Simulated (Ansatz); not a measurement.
HfO$_{2}$ (fluorite, Fm-3m) under volume change, r²SCAN (plane waves, PAW; program Ansatz), scaled uniformly.

| V (Å³/atom) | E − E(relaxed) (meV/atom) | P (GPa) |
|---|---|---|
| 9.816 | 86.8 | 31.08 |
| 10.139 | 36.5 | 19.06 |
| 10.463 | 8.6 | 8.79 |
| 10.786 | 0.0 | 0.00 |
| 11.110 | 7.8 | -7.53 |
| 11.434 | 29.7 | -13.98 |
| 11.757 | 63.6 | -19.49 |

Q: What does a third-order Birch–Murnaghan fit give for V₀, B₀ and B′?

A: V₀ = 10.79 Å³/atom, B₀ = 271 GPa, B′ = 4.2.

This is a known high-temperature phase of the composition, computed here at zero pressure and temperature. The cell was relaxed with r²SCAN under the symmetry of its start; whether a distortion lowers the energy is not shown. The run is not spin-polarised. Spin–orbit coupling is left out wherever it is not named.

Potentials: the later of the program's two PAW sets.
